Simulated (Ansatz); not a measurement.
FeClBr as a Janus 2H monolayer, relaxed with r2SCAN. In-plane lattice: a = 3.404 Å, b = 3.404 Å, γ = 120.0°; thickness between the outer nuclei 2.97 Å. Fe has 3 Br at 2.37 Å and 3 Cl at 2.57 Å; Cl has 3 Fe at 2.57 Å; Br has 3 Fe at 2.37 Å.

```cif
data_structure
_symmetry_space_group_name_H-M 'P 1'
_symmetry_Int_Tables_number 1
_cell_length_a 3.4042
_cell_length_b 3.4042
_cell_length_c 29.9545
_cell_angle_alpha 90.000
_cell_angle_beta 90.000
_cell_angle_gamma 120.000
_cell_volume 300.63
loop_
_atom_site_label
_atom_site_type_symbol
_atom_site_fract_x
_atom_site_fract_y
_atom_site_fract_z
_atom_site_occupancy
Fe1 Fe 0.33333 0.66667 0.29679 1
Cl1 Cl 0.66667 0.33333 0.35181 1
Br1 Br 0.66667 0.33333 0.25277 1
```
Periodic in the plane only; c spans the vacuum.

4 runs of Ansatz 0.2.0 on this cell differ in the functional (and in the settings that go with it). Levels are in eV from each run's valence top; v1 is the last filled band, c1 the first empty one.

Run A, mean stress -0.3 N/m (compression positive):

| point | v5 | v3 | v1 | c1 | c2 | c3 |
| --- | --- | --- | --- | --- | --- | --- |
| Γ | -2.49 | -1.05 | -0.35 | 0.36 | 0.36 | 2.72 |
| M | -3.00 | -1.46 | -0.37 | 0.27 | 0.46 | 3.83 |
| K | -4.21 | -1.06 | 0.00 | 0.21 | 0.43 | 4.72 |

Run B, mean stress 0.0 N/m (compression positive):

| point | v5 | v3 | v1 | c1 | c2 | c3 |
| --- | --- | --- | --- | --- | --- | --- |
| Γ | -2.35 | -1.18 | -0.18 | 0.97 | 0.97 | 3.72 |
| M | -2.78 | -1.51 | -0.31 | 0.94 | 1.12 | 4.58 |
| K | -4.04 | -1.14 | 0.00 | 0.75 | 1.19 | 5.46 |

Run C, mean stress +1.2 N/m (compression positive):

| point | v5 | v3 | v1 | c1 | c2 | c3 |
| --- | --- | --- | --- | --- | --- | --- |
| Γ | -2.06 | -1.65 | 0.00 | 2.94 | 2.94 | 4.79 |
| M | -2.42 | -2.02 | -0.63 | 2.95 | 3.22 | 5.93 |
| K | -3.59 | -1.78 | -0.29 | 2.65 | 3.35 | 6.74 |

Run D, mean stress -4.4 N/m (compression positive):

| point | v5 | v3 | v1 | c1 | c2 | c3 |
| --- | --- | --- | --- | --- | --- | --- |
| Γ | -2.51 | -0.98 | -0.37 | 0.31 | 0.31 | 2.72 |
| M | -3.02 | -1.43 | -0.40 | 0.19 | 0.39 | 3.71 |
| K | -4.25 | -1.11 | 0.00 | 0.13 | 0.33 | 4.64 |

Q: Match the runs to LDA, PBE, r2SCAN, HSE06.

A: A is PBE, B is r2SCAN, C is HSE06, D is LDA. In order of the gap: LDA none (overlap 0.03), PBE 0.03, r2SCAN 0.66, HSE06 2.64 eV.

All values are calculated for a non-magnetic cell, which may be hypothetical.

Spin-orbit coupling is left out.

The stress of a hybrid is loosely converged in these runs.

Gaps or overlaps of about a tenth of an eV are at the limit of these meshes: between the points read a gap can be smaller or closed.

The meshes of the hybrids are coarse, so their gaps aren't converged to the digits shown.
